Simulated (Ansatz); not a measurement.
B₂W:
Space group P6/mmm (No. 191); a = b = 2.982 Å, c = 3.319 Å, α = β = 90.00°, γ = 120.00°

```tsv
atom	site	symmetry	x	y	z
W	1a	6/mmm	0.0000	0.0000	0.0000
B	2d	-6m2	0.3333	0.6667	0.5000
```

Relaxed at zero pressure with the program Ansatz at the LDA level (PAW).

### Question
The volume is raised by 9 % and shape and atoms relax at that volume. What pressure results, and how do the axes share the change?

### Answer
-25.4 GPa; a 2.5 %, b 2.5 %, c 3.8 %; the energy rises by 65 meV/atom.

### Question
Give the new structure.

### Answer

Space group P6/mmm (No. 191); a = 3.056 Å, b = 3.056 Å, c = 3.444 Å, α = 90.00°, β = 90.00°, γ = 120.00°

```json
[
 {"atom": "W", "site": "1a", "symmetry": "6/mmm", "x": "0.0000", "y": "0.0000", "z": "0.0000"},
 {"atom": "B", "site": "2d", "symmetry": "-6m2", "x": "0.3333", "y": "0.6667", "z": "0.5000"}
]
```

The phase is kept; no other phase was compared at this pressure.

The workflow started from an entry of the Crystallography Open Database (COD), which files this formula under 2 space groups. Whether it is the stable phase at ambient conditions was not checked. Symmetry was held in the LDA relaxation; its stability against distortions is not shown here. No spin polarisation was allowed. Spin–orbit coupling is left out wherever it is not named.

Potentials: the later of the program's two PAW sets.
